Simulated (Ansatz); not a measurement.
Born–Oppenheimer molecular dynamics of a 16-atom Zr5Cu5Ag6 cell at 17.37 Å³/atom, computed with Ansatz: Langevin thermostat at 1620 K, 96 steps of 3.0 fs, friction 0.03 1/fs. The run is short and the cell small, so it isn't an equilibrium average.

```yaml
crystal:
  lattice:
    - [6.482351, 0.122001, 0.21425]
    - [0.122001, 6.736303, -0.06512]
    - [0.21425, -0.06512, 6.373865]
  atoms:
    - { symbol: Ag, position: [0.8327481799, 0.7523246691, 0.1863704534] }
    - { symbol: Ag, position: [0.1138478601, 0.5321682403, 0.9568509384] }
    - { symbol: Ag, position: [0.8374325462, 0.272303767, 0.6904199855] }
    - { symbol: Ag, position: [0.380193716, 0.7783913183, 0.150786303] }
    - { symbol: Ag, position: [0.288495866, 0.2199712338, 0.6598812435] }
    - { symbol: Ag, position: [0.5690645873, 0.4214651515, 0.9933247109] }
    - { symbol: Zr, position: [0.0886417143, 0.4729221762, 0.3426197535] }
    - { symbol: Zr, position: [0.302170928, 0.1631865964, 0.1491791779] }
    - { symbol: Zr, position: [0.6193056293, 0.0307590263, 0.4232387041] }
    - { symbol: Zr, position: [0.6155200268, 0.9433722101, 0.8171349362] }
    - { symbol: Zr, position: [0.0568072404, 0.0280295895, 0.4525567869] }
    - { symbol: Cu, position: [0.0303211083, 0.9238999779, 0.8914221777] }
    - { symbol: Cu, position: [0.7966118421, 0.6500587936, 0.61912296] }
    - { symbol: Cu, position: [0.5644978067, 0.4653446265, 0.368783676] }
    - { symbol: Cu, position: [0.3619826881, 0.7055468142, 0.5706177743] }
    - { symbol: Cu, position: [0.8317272339, 0.193164978, 0.1293231072] }
  symmetry: { detect: false }
basis:
  ecutwfc: 420
  xc_grid: 1
kpoints:
  mp_grid: { grid: [1, 1, 1], shift: [0.25, 0.25, 0.25] }
hamiltonian:
  xc: pbe
scf:
  occupations: { method: fermi_dirac, width: 0.1396 }
  lower_state_search: "off"
  convergence: { dr2_threshold: 1.0e-05 }
output:
  forces: true
  stress: true
md:
  timestep: 3.0
  n_steps: 96
  ensemble: nvt_langevin
  friction: 0.03
  temperature: 1620.0
  initial_velocities: maxwell_boltzmann
  seed: 15787
```

```bash
ansatz run input.yaml --threads 2 --pin off --max-ram 5120MiB --backend cpu --events-out ev --progress --plain --runs-dir out
```

These are results of Ansatz 0.2.0, DFT PBE, scalar-relativistic, plane waves, PAW, not measurements.

6 frames, positions in Å (not wrapped into the cell) and forces in eV/Å:

```xyz
16
Lattice="6.482 0.122 0.214 0.122 6.736 -0.065 0.214 -0.065 6.374" Properties=species:S:1:pos:R:3:forces:R:3 pbc="T T T" time_fs=0.0 temperature_K=1519 free_energy_over_first_frame_eV=0.000
Ag    5.530    5.157    1.317   -0.910   -0.110   -0.600
Ag    1.008    3.536    6.089    0.040   -0.420   -3.490
Ag    5.610    1.892    4.562    0.000    1.980    0.980
Ag    2.592    5.280    0.992   -0.510   -1.560    0.280
Ag    2.038    1.474    4.253    1.580    1.780    2.020
Ag    3.953    2.844    6.426   -0.320    1.340   -1.950
Zr    0.706    3.174    2.172    0.010    0.060    3.120
Zr    2.011    1.126    1.005    0.170    0.690   -1.770
Zr    4.109    0.255    2.828   -2.090    0.230   -0.270
Zr    4.280    6.377    5.279   -0.470   -0.030    1.910
Zr    0.469    0.166    2.895    0.090   -4.490   -0.630
Cu    0.500    6.169    5.628    0.790    0.230   -0.730
Cu    5.376    4.436    4.075    0.260    0.110   -0.150
Cu    3.795    3.180    2.441    0.500   -0.390    1.080
Cu    2.555    4.760    3.669   -0.230    0.580    0.480
Cu    5.443    1.394    0.990    1.090   -0.010   -0.300
16
Lattice="6.482 0.122 0.214 0.122 6.736 -0.065 0.214 -0.065 6.374" Properties=species:S:1:pos:R:3:forces:R:3 pbc="T T T" time_fs=57.0 temperature_K=1401 free_energy_over_first_frame_eV=-0.990
Ag    5.405    5.044    1.408   -0.130   -0.200   -0.980
Ag    1.026    3.500    5.887   -0.630    0.760   -0.570
Ag    5.746    2.151    4.396   -0.790   -3.020    1.260
Ag    2.647    5.184    0.948   -1.460   -1.790    1.170
Ag    2.091    1.518    4.423    0.170    0.480   -0.440
Ag    4.051    2.856    6.277   -0.410    0.530   -0.270
Zr    0.738    3.092    2.355    0.450    0.100   -1.060
Zr    1.773    1.106    0.704    2.550    1.870    1.720
Zr    3.765    0.314    2.701    0.520    0.020    0.000
Zr    4.151    6.385    5.497    1.770    0.450   -1.140
Zr    0.392   -0.166    2.935   -0.240   -0.690    0.560
Cu    0.722    6.271    5.883   -1.270   -1.950   -1.850
Cu    5.378    4.385    4.081   -0.450    2.840    0.120
Cu    3.972    3.062    2.473   -0.300   -0.090    0.380
Cu    2.135    4.702    3.616    1.380    0.700    1.010
Cu    5.728    1.483    0.974   -1.170    0.000    0.100
16
Lattice="6.482 0.122 0.214 0.122 6.736 -0.065 0.214 -0.065 6.374" Properties=species:S:1:pos:R:3:forces:R:3 pbc="T T T" time_fs=114.0 temperature_K=1785 free_energy_over_first_frame_eV=-2.456
Ag    5.312    5.042    1.197    0.200   -0.320   -0.810
Ag    0.929    3.490    5.614    0.040    1.200    0.760
Ag    5.835    2.111    4.419   -1.130   -2.010    0.470
Ag    2.396    5.050    1.047    0.000   -0.210   -0.480
Ag    2.177    1.466    4.390   -1.040    0.880   -0.690
Ag    4.075    3.084    6.101   -0.160    0.400   -0.440
Zr    0.737    3.219    2.404    0.270   -0.980   -1.480
Zr    2.023    1.346    0.804   -0.120    0.440    0.730
Zr    3.748    0.107    2.719    0.590   -0.060   -0.440
Zr    4.147    6.555    5.357    1.280   -1.070    1.580
Zr    0.414   -0.439    3.006    0.560    1.590    0.120
Cu    0.797    6.238    5.889   -0.380   -0.150   -0.660
Cu    5.359    4.654    3.814   -1.130   -0.080    1.060
Cu    4.167    2.834    2.520   -0.770    0.490   -0.030
Cu    2.477    4.568    3.656    1.310    0.240    1.070
Cu    5.539    1.390    1.211    0.480   -0.340   -0.770
16
Lattice="6.482 0.122 0.214 0.122 6.736 -0.065 0.214 -0.065 6.374" Properties=species:S:1:pos:R:3:forces:R:3 pbc="T T T" time_fs=174.0 temperature_K=1577 free_energy_over_first_frame_eV=-2.125
Ag    5.499    5.027    0.905   -0.600   -0.480    1.500
Ag    0.949    3.657    5.490    0.230   -0.520   -0.330
Ag    5.664    1.840    4.421   -0.540    1.690    1.270
Ag    2.505    4.932    1.177   -0.570    0.650   -0.740
Ag    2.226    1.582    4.227    0.190    0.230    0.550
Ag    3.926    3.236    5.827   -0.170    0.160   -0.060
Zr    0.867    3.070    2.283   -1.530    0.820    1.170
Zr    1.997    1.455    0.867    1.080   -0.850   -1.650
Zr    3.881    0.056    2.614   -0.140    0.790   -0.040
Zr    4.221    6.444    5.426   -0.400   -0.280    0.430
Zr    0.399   -0.099    3.102    1.420   -2.880   -2.810
Cu    0.550    6.252    5.495    0.680    0.780    0.800
Cu    5.132    4.489    3.743    1.830    1.670    1.220
Cu    4.250    2.924    2.553   -1.840   -1.030   -1.270
Cu    2.697    4.707    3.706   -0.230   -0.060    0.740
Cu    5.399    1.645    0.973    0.590   -0.690   -0.760
16
Lattice="6.482 0.122 0.214 0.122 6.736 -0.065 0.214 -0.065 6.374" Properties=species:S:1:pos:R:3:forces:R:3 pbc="T T T" time_fs=231.0 temperature_K=1041 free_energy_over_first_frame_eV=-2.854
Ag    5.504    4.621    0.981   -1.100    0.510    1.450
Ag    0.835    3.675    5.375    0.980    0.140   -0.450
Ag    5.556    1.933    4.535    0.110   -0.290   -0.450
Ag    2.528    5.096    1.319   -0.930   -1.660   -1.960
Ag    2.243    1.446    4.533   -0.650   -0.520   -1.160
Ag    3.682    3.169    5.839    0.360    1.280    0.490
Zr    0.701    2.920    2.416    0.140    0.520    0.900
Zr    1.996    1.310    0.928    0.760    0.470   -0.820
Zr    3.890    0.026    2.671    1.380    1.760    0.520
Zr    4.417    6.419    5.665   -0.920    0.030    0.020
Zr    0.521   -0.333    2.911   -0.600    0.480   -0.170
Cu    0.564    6.534    5.562    0.280   -0.650    0.340
Cu    5.323    4.816    3.898    0.070   -1.470    0.020
Cu    3.768    2.849    2.646    0.200    0.170   -0.100
Cu    2.690    4.838    3.786    0.000   -0.530    1.260
Cu    5.424    1.697    0.950   -0.080   -0.240    0.120
16
Lattice="6.482 0.122 0.214 0.122 6.736 -0.065 0.214 -0.065 6.374" Properties=species:S:1:pos:R:3:forces:R:3 pbc="T T T" time_fs=288.0 temperature_K=1226 free_energy_over_first_frame_eV=-2.138
Ag    5.430    4.437    0.997    0.280    1.420    1.620
Ag    1.001    3.638    5.458    0.360    0.060    1.480
Ag    5.577    1.923    4.517   -1.210   -0.580    1.280
Ag    2.476    5.060    1.312   -0.550   -0.520   -0.660
Ag    2.047    1.381    4.378    1.200   -0.460    0.880
Ag    3.794    3.329    5.984   -0.620   -1.100   -1.280
Zr    0.688    2.988    2.831    1.260    1.140   -3.210
Zr    2.054    1.377    1.038   -0.060    0.830   -0.680
Zr    3.915    0.068    2.772    1.210    0.280   -0.660
Zr    4.435    6.499    5.493   -0.610   -0.240    2.190
Zr    0.475   -0.467    2.929   -0.940    0.600    0.000
Cu    0.717    6.570    5.711   -0.470   -0.890    0.430
Cu    5.457    4.571    4.277   -0.760    0.050   -0.530
Cu    3.620    2.999    2.767    0.340    0.060    0.180
Cu    2.612    4.912    4.073    0.590    0.190   -0.210
Cu    5.465    1.818    1.429   -0.020   -0.830   -0.820
```

Over the second half the temperature averages 1503 K and the pressure (kinetic part included, positive in compression) 8.3 GPa. Mean square displacements at the end: Ag 0.31 Å², Cu 0.17 Å², Zr 0.20 Å² (from the start of this run, the atoms' common shift taken off).

One k point is coarse for so small a cell, so forces and above all the pressure are rough.

Time: 3.6 min on 2 threads of Arm Neoverse V2, on a shared host, peak memory 0.59 GiB.